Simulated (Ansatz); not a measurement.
**SiO2: field gradients at two levels of theory**

Cell: a computed structure from the Materials Project (it need not be an observed phase).

Space group P4_12_12 (No. 92); a = 4.9926, c = 6.9339 Å.

```
site  Wyckoff  site symmetry       x       y       z
  Si       4a            ..2  0.6987  0.6987  0.5000
   O       8b              1  0.8936  0.7614  0.3201
```

One atom of each set is listed.

First run. Level of theory: DFT, PBE, plane waves and PAW, scalar-relativistic, 420 eV cutoff, Γ-centred 5×5×4 k-points, Fermi–Dirac smearing 0.02 eV (Ansatz 0.2.0).

| site | V_zz (10²¹ V/m²) | η |
| --- | --- | --- |
| Si | 0.40 | 0.90 |
| O | 9.32 | 0.15 |

Second run. The same atoms and settings, except that the functional is r2SCAN and the cutoff is 500 eV.

Q: Given the first result, estimate the second.

A: 

| site | V_zz | η | change of V_zz |
| --- | --- | --- | --- |
| Si | 0.38 | 0.95 | -0.02 |
| O | 9.19 | 0.15 | -0.13 |

The largest change of V_zz is on O, from 9.32 to 9.19. In per cent, |V_zz| changes by -1 on O (all sites that start above 0.5).

For the first run: At this cell the principal stresses reach 5 GPa in size with PBE, which can matter for small gradients. The largest force is 0.3 eV/Å, so the atoms aren't at the calculated equilibrium and relaxing them would move these values.
